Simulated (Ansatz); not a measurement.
HfC:
```xyz
2
Lattice="2.8871 0.0000 0.0000 0.0000 2.8871 0.0000 0.0000 0.0000 2.8871" Properties=species:S:1:pos:R:3 pbc="T T T"
Hf     0.0000     0.0000     0.0000
C      1.4435     1.4435     1.4435
```

Relaxed with r²SCAN. Special points in fractions of this cell's reciprocal vectors: Γ (0.000, 0.000, 0.000); X (0.000, 0.500, 0.000); M (0.500, 0.500, 0.000); R (0.500, 0.500, 0.500).

Task: List the band energies nearest the Fermi level at these points for plane-wave PAW r²SCAN with spin–orbit coupling (Ansatz code).

Result: In eV from the Fermi level; about four levels below and three above (degenerate sets whole), none deeper than 8.9 eV; points with the same levels are listed once.

| k | below | above |
|---|---|---|
| Γ | -1.93 -1.93 -1.93 -1.93 | 0.87 0.87 1.22 1.22 1.22 1.22 |
| X | -1.13 -1.13 -0.66 -0.66 | 7.00 7.00 7.10 7.10 |
| M | -2.58 -2.58 -1.04 -1.04 | 2.07 2.07 3.19 3.19 |
| R | -5.91 -5.91 -5.91 -5.91 -5.83 -5.83 | 7.62 7.62 9.12 9.12 9.12 9.12 |

Space group Pm-3m (CsCl type). The cell is a constructed one: a structure type filled with these elements; neither database checked (COD, Materials Project) lists it. It is not the phase usual at ambient conditions (space group No. 225). The cell was relaxed with r²SCAN under the symmetry of its start. At this level the phase is mechanically unstable. The run is not spin-polarised.

Potentials: the later of the program's two PAW sets.
